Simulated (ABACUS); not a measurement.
Band structure of CsPbBr₃ (Amm2, 10 atoms in the cell; from Materials Project mp-1120725, lattice scaled a little).

```
CELL_PARAMETERS angstrom
      5.91421     0.00000     0.00000
      0.00000     5.69433     5.68909
      0.00000    -5.69433     5.68909
ATOMIC_POSITIONS crystal
  Cs 0.50000 0.49435 0.49435
  Cs 0.50000 0.99685 0.99685
  Pb 0.00000 0.99277 0.49169
  Pb 0.00000 0.49169 0.99277
  Br 0.00000 0.18014 0.80542
  Br 0.00000 0.80542 0.18014
  Br 0.50000 0.48619 0.99301
  Br 0.50000 0.99301 0.48619
  Br 0.00000 0.30648 0.30648
  Br 0.00000 0.68111 0.68111
```

Level of theory: PBEsol, numerical atomic orbitals DZP (confined pseudo-atomic orbitals with Gaussian additions; energy shift 0.01 Ry), PseudoDojo 0.4 standard norm-conserving PBEsol (tails mended) pseudopotentials (ABACUS).

Settings: basis = DZP numerical atomic orbitals, energy shift 0.01 Ry; KPT = Gamma 3 2 2 0 0 0; basis_type = lcao; dft_functional = PBESOL; ecutwfc = 100 Ry; smearing_method = fixed; potentials = PseudoDojo 0.4 standard norm-conserving PBEsol (tails mended); symmetry = 1; nbands = 50; ks_solver = genelpa; scf_nmax = 100; scf_thr = 1.0e-07; mixing_type = pulay.

Spin-orbit coupling is left out, which matters for bands and gaps with elements this heavy. The atom-centred basis is finite, which shifts total energies, pressures and forces against plane waves. The structure comes from a collection of computed structures, made at another level of theory; the collection holds predicted forms beside known ones. Its lattice was then scaled.

Q: Predict the gap along the standard path and the places of the band edges.

A: The gap along the path is 1.48 eV, direct at Z to within 0.01 eV.

Points are given in units of this cell's reciprocal vectors. Levels in eV from the top of the valence band on the path, bands 41 to 45:
```csv
point,41,42,43,44,45
Γ (0 0 0),-1.78,-1.78,-1.71,-0.64,2.31
X (0 0.5 0.5),-1.91,-1.91,-1.43,-1.43,2.62
S (0 0 0.5),-1.98,-1.97,-1.52,-1.51,3.79
R (0.5 0 0.5),-1.76,-1.75,-1.00,-0.98,1.99
A (0.5 0.5 0.5),-1.70,-1.70,-0.76,-0.76,2.01
Z (0.5 0 0),-1.60,-1.60,-1.22,0.00,1.48
Y (0 -0.5 0.5),-1.91,-1.91,-1.43,-1.43,2.62
X1 (0 -0.5 0.5),-1.91,-1.91,-1.43,-1.43,2.62
A1 (0.5 -0.5 0.5),-1.70,-1.70,-0.76,-0.76,2.01
T (0.5 -0.5 0.5),-1.70,-1.70,-0.76,-0.76,2.01
```

Higher empty bands are left out: an atom-centred basis made for the valence describes them poorly.

The atomic orbitals were generated for these runs; they are not ABACUS's published sets and were checked against plane waves on a few crystals only.

“Tails mended”: in these copies of the files the far tail of each local potential was reset to the Coulomb form.
